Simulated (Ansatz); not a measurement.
# ZrH3 (Pm-3m): electronic heat capacity and spin susceptibility from the density of states

These are results of DFT r2SCAN, scalar-relativistic, plane waves, PAW (Ansatz 0.2.0), not measurements.

Settings: cutoff 500 eV, Γ-centred mesh 14×14×14 on the computed 4-atom cell, Gaussian smearing of 0.10 eV; no spin polarisation.

Relaxed cell: Pm-3m, a = 3.112 Å, b = 3.112 Å, c = 3.112 Å, α = 90.00°, β = 90.00°, γ = 90.00°, 4 atoms in the primitive cell. Whether it is the stable form of this composition wasn't checked.

The density of states at the Fermi level is 0.848 states/eV in the cell of 4 atoms (1 formula unit; both spins, tetrahedra on a 21×21×21 mesh).

Question: What Sommerfeld coefficient and Pauli susceptibility does this give?

Answer: Per formula unit N(E_F) = 0.848 states/eV. γ = (π²/3) k_B² N(E_F) N_A = 2.357 mJ/(mol K²) per state/eV, so γ = 2.0 mJ/(mol K²), a mole of formula units. χ_P = μ_B² N(E_F) N_A = 3.23×10⁻⁵ emu/mol per state/eV gives 2.7×10⁻⁵ emu/mol. This is the bare band result: a measured γ of the same phase is as a rule larger by a factor 1 + λ from phonons and spin fluctuations, the spin part of χ is larger by the Stoner factor, and a measured χ also holds orbital and core terms. N(E_F) at one energy is sensitive to the mesh where the density of states has sharp peaks.